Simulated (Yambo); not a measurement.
G0W0@PBEsol for RbCdF3 (cubic perovskite, space group Pm-3m, No. 221) in Yambo (2×2×2 mesh, 7 Ry block, plasmon pole, screening fixed), without a terminator:

```json
[
 {"bands N in G": "114", "gap R → Γ (eV)": "6.000", "shift of the valence edge (eV)": "-1.167"},
 {"bands N in G": "178", "gap R → Γ (eV)": "5.994", "shift of the valence edge (eV)": "-1.363"},
 {"bands N in G": "264", "gap R → Γ (eV)": "6.026", "shift of the valence edge (eV)": "-1.499"}
]
```

Extrapolate both columns to infinite N with E(N) = E∞ + A/N, test the form, and compare with the terminator.

From two points, E∞ = (N2 E2 − N1 E1)/(N2 − N1). The two largest N give 6.09 eV for the gap and -1.78 eV for the shift; the two smallest give 5.98 eV and -1.71 eV. For the gap the slopes A are 1.9 and -17 eV: the form isn't reached, and its limit is uncertain. For the shift the slopes A are 62 and 74 eV: the form isn't reached, and its limit is uncertain. With the Bruneval-Gonze terminator and 264 bands the run gives 6.21 eV and -1.79 eV, 0.12 eV and 0.01 eV from the extrapolated values: the terminator too is an estimate of the remainder. Block, mesh and the bands in W are held fixed.

Spin-orbit coupling is included.

Geometry of the Materials Project entry, not relaxed at this level; primitive cell a = b = c = 4.4250 Å, α = β = γ = 90.00°.

The structure is a Materials Project entry; no match was found in the copy of COD used, and its stability was not checked.

A shift is the quasiparticle energy of the state minus its PBEsol energy.
